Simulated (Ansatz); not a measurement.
Al:
```cif
data_Al
_chemical_formula_sum 'Al1'
_space_group_name_H-M_alt 'P 1'
_space_group_IT_number 1
_cell_length_a 2.76009
_cell_length_b 2.76009
_cell_length_c 2.76009
_cell_angle_alpha 109.471
_cell_angle_beta 109.471
_cell_angle_gamma 109.471
loop_
_space_group_symop_operation_xyz
  'x, y, z'
loop_
_atom_site_label
_atom_site_type_symbol
_atom_site_fract_x
_atom_site_fract_y
_atom_site_fract_z
_atom_site_occupancy
Al1 Al 0.00000 0.00000 0.00000 1
```

Relaxed with r²SCAN.

Task: Tabulate the valence density and the electron localisation function along the shortest Al–Al contact (2.76 Å), the program Ansatz at the r²SCAN level (PAW).

Result: 

```tsv
distance from Al (Å)	density (e/Å³)	ELF
0.28	0.06	0.07
0.41	0.08	0.04
0.55	0.12	0.10
0.69	0.16	0.28
0.83	0.20	0.49
0.97	0.22	0.61
1.10	0.22	0.64
1.24	0.22	0.64
1.38	0.21	0.64
1.52	0.22	0.64
1.66	0.22	0.64
1.79	0.22	0.61
1.93	0.20	0.49
2.07	0.16	0.28
2.21	0.12	0.10
2.35	0.08	0.04
2.48	0.06	0.07
```

The density is the valence pseudo-density with augmentation charge, so density and ELF within about 1 Å of a nucleus are not all-electron values.

Space group Im-3m (bcc (W type)). The first step of the workflow began from a Materials Project structure, measured or hypothetical; the Crystallography Open Database copy checked does not list it. It is not the phase usual at ambient conditions (space group No. 225). Symmetry was held in the r²SCAN relaxation. At this level the phase is mechanically unstable.

Potentials: the earlier of the program's two PAW sets.
